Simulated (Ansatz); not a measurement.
TaAlO4:
```
CELL_PARAMETERS angstrom
      6.07720     1.89096     0.00000
     -6.07720     1.89096     0.00000
     -1.96541     0.00000     6.14759
ATOMIC_POSITIONS crystal
  Ta 0.10580 0.89420 0.23191
  Ta 0.89420 0.10580 0.76809
  Al 0.20090 0.79910 0.82051
  Al 0.79910 0.20090 0.17949
  O  0.64153 0.35847 0.20214
  O  0.35847 0.64153 0.79786
  O  0.05741 0.94259 0.86498
  O  0.94259 0.05741 0.13502
  O  0.85880 0.14120 0.47486
  O  0.14120 0.85880 0.52514
  O  0.73770 0.26230 0.85768
  O  0.26230 0.73770 0.14232
```

Relaxed with PBEsol.

### Question
Give the Bader charges and basin volumes of the independent atoms, plane-wave PAW PBEsol (Ansatz code).

### Answer


| atom | Bader charge (e) | Bader volume (Å³) |
|---|---|---|
| Ta1 | +2.87 | 9.9 |
| Al3 | +2.55 | 3.3 |
| O5 | -1.31 | 12.8 |
| O7 | -1.32 | 14.4 |
| O9 | -1.24 | 16.5 |
| O11 | -1.55 | 13.0 |

Space group C2/m. The first step of the workflow began from a Materials Project structure, measured or hypothetical; the Crystallography Open Database files this formula in space group No. 12, but the cells were not matched. Its standing as an ambient phase is unchecked. The PBEsol relaxation kept the symmetry of its start; its stability against distortions is not shown here. No spin polarisation was allowed. Scalar-relativistic: spin–orbit coupling is off unless named, which matters more the heavier the elements.

Potentials: the later of the program's two PAW sets.
